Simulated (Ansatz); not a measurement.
## Relaxing Sr₃Y

The calculation used DFT r2SCAN, scalar-relativistic, plane waves, PAW (Ansatz). Cutoff 500 eV, Γ-centred k mesh, Gaussian smearing, no spin polarisation in the final step.

Sr₃Y was placed on the Ni3Sn (D0_19) structure type (P6_3/mmc, No. 194), with Y in place of Sn, Sr in place of Ni, at a guessed volume.

```yaml
crystal:
  lattice:
    - [7.13528, 0.00000, 0.00000]
    - [-3.56764, 6.17933, 0.00000]
    - [0.00000, 0.00000, 5.72716]
  atoms:
    - { symbol: Sr, position: [0.83300, 0.66600, 0.25000] }
    - { symbol: Sr, position: [0.16700, 0.83300, 0.75000] }
    - { symbol: Sr, position: [0.33400, 0.16700, 0.25000] }
    - { symbol: Sr, position: [0.16700, 0.33400, 0.75000] }
    - { symbol: Sr, position: [0.83300, 0.16700, 0.25000] }
    - { symbol: Sr, position: [0.66600, 0.83300, 0.75000] }
    - { symbol: Y, position: [0.33333, 0.66667, 0.25000] }
    - { symbol: Y, position: [0.66667, 0.33333, 0.75000] }
```

Steps on the 3×3×4 mesh (8 atoms). 6 of 6 steps are shown, and the free energy counts from the last. Trial steps that were taken back and renewals of the plane-wave basis can be among the rows.

```csv
step,ΔF (meV/atom),V (Å³/atom),P (GPa),largest force component (eV/Å)
1,505.1,31.56,12.29,0.223
2,232.4,36.10,7.10,0.122
3,76.4,40.94,3.40,0.071
4,10.3,45.91,0.99,0.009
5,2.0,48.30,0.13,0.004
6,0.0,48.30,0.14,0.005
```

A final relaxation ran on a 6×6×6 mesh. The relaxed crystal, P6_3/mmc (No. 194):

Space group P6_3/mmc (No. 194). a = 8.169 Å, b = 8.169 Å, c = 6.721 Å, α = 90.00°, β = 90.00°, γ = 120.00°
```tsv
atom	site	symmetry	x	y	z
Sr	6h	mm2	0.8281	0.6563	0.2500
Y	2c	-6m2	0.3333	0.6667	0.2500
```

```yaml
Volume_per_atom: 48.55 Å³
Density: 3.01 g/cm³
Gap_on_the_6×6×6_mesh: 0 eV (a metal)
```

The final run used a 6×6×6 mesh on its 8-atom cell and 0.10 eV smearing.

Symmetry constrained the relaxation, so the result can be a saddle point.

Cost: 3 runs of about 5.7 core-minutes in all, on Intel Xeon 6975P-C (Granite Rapids) (shared hosts).